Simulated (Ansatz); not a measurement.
Hf (hcp, Mg type)

```yaml
crystal:
  lattice:
    - [3.15898, 0.00000, 0.00000]
    - [-1.57949, 2.73576, 0.00000]
    - [0.00000, 0.00000, 4.99983]
  atoms:
    - { symbol: Hf, position: [0.33333, 0.66667, 0.75000] }
    - { symbol: Hf, position: [0.66667, 0.33333, 0.25000] }
```

Two coordinates are scanned: the volume, and the ratio of the stretch along z (the conventional c axis) to the stretch across it. Atoms keep their fractional coordinates.

All values below come from PBEsol (plane waves to 420 eV, PAW, scalar-relativistic; Ansatz, a quantum-chemistry and plane-wave program). k mesh 17×17×9 (Γ-centred), Fermi-Dirac smearing 0.05 eV. The energy includes the smearing's −TS. With partly filled bands, the response to shear is sensitive to the k mesh, so small differences along c/a are uncertain. Hf is run without spin polarisation. Hf was relaxed with its symmetry unable to fall. Spin-orbit coupling is left out, though Hf is heavy. The PAW data are Ansatz's earlier set. ΔE is measured from the relaxed starting cell.

Problem. What ΔE (kJ/mol of atoms) does the calculation give at all points of the grid V/V₀ = 0.960, 0.973, 0.987, 1.000, 1.013, 1.027, 1.040 by (c/a)/(c/a)₀ = 0.880, 0.920, 0.960, 1.000, 1.040, 1.080, 1.120?

Solution. ΔE (kJ/mol of atoms), with V/V₀ across and (c/a)/(c/a)₀ down:

| (c/a)/(c/a)₀ \ V/V₀ | 0.960 | 0.973 | 0.987 | 1.000 | 1.013 | 1.027 | 1.040 |
|---|---|---|---|---|---|---|---|
| 0.880 | 10.7 | 9.8 | 9.2 | 8.8 | 8.8 | 9.0 | 9.4 |
| 0.920 | 5.5 | 4.6 | 4.1 | 3.9 | 3.9 | 4.2 | 4.7 |
| 0.960 | 2.3 | 1.6 | 1.1 | 0.9 | 1.0 | 1.4 | 1.9 |
| 1.000 | 1.3 | 0.5 | 0.1 | 0.0 | 0.1 | 0.5 | 1.1 |
| 1.040 | 2.0 | 1.4 | 1.0 | 0.8 | 1.0 | 1.4 | 2.0 |
| 1.080 | 4.4 | 3.7 | 3.3 | 3.1 | 3.3 | 3.7 | 4.3 |
| 1.120 | 7.8 | 7.1 | 6.7 | 6.6 | 6.7 | 7.1 | 7.7 |

(A scan under strain: stresses follow from slopes of the energy per volume, elastic moduli from its curvatures.)
